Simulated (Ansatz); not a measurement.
Each is relaxed and computed with PBE in the plane-wave PAW code Ansatz. Which is the only one with a gap?
(A) SiMo2, P6_3/mmc (Si on 2c, Mo on 2a, Mo on 2d)
(B) HfSi2, Cmcm (Si on 4c, Hf on 4c, Si on 4c)
(C) Si2Ni, Fddd (Si on 16f, Ni on 8a)
(D) SiC, Pnma (Si on 4c, C on 4c)

D, SiC, Pnma (Si on 4c, C on 4c). SiC: gap 2.54 eV (indirect); SiMo2: metal; HfSi2: metal; Si2Ni: metal. Constructed cells (a structure type filled with these elements, in neither database checked): SiMo2, P6_3/mmc (Si on 2c, Mo on 2a, Mo on 2d); Si2Ni, Fddd (Si on 16f, Ni on 8a). Typed or built starts, not in the databases checked: SiC, Pnma (Si on 4c, C on 4c). Not the usual ambient phase: SiC, Pnma (Si on 4c, C on 4c); Si2Ni, Fddd (Si on 16f, Ni on 8a). Began spin-polarised and lost the moments: Si2Ni, Fddd (Si on 16f, Ni on 8a). All cells were relaxed under the symmetry of their starts (and spin orders); stability against distortions was not tested throughout. Rows with no word on spin ran without spin polarisation. Spin–orbit coupling is left out wherever it is not named.

Potentials: the later of the program's two PAW sets.
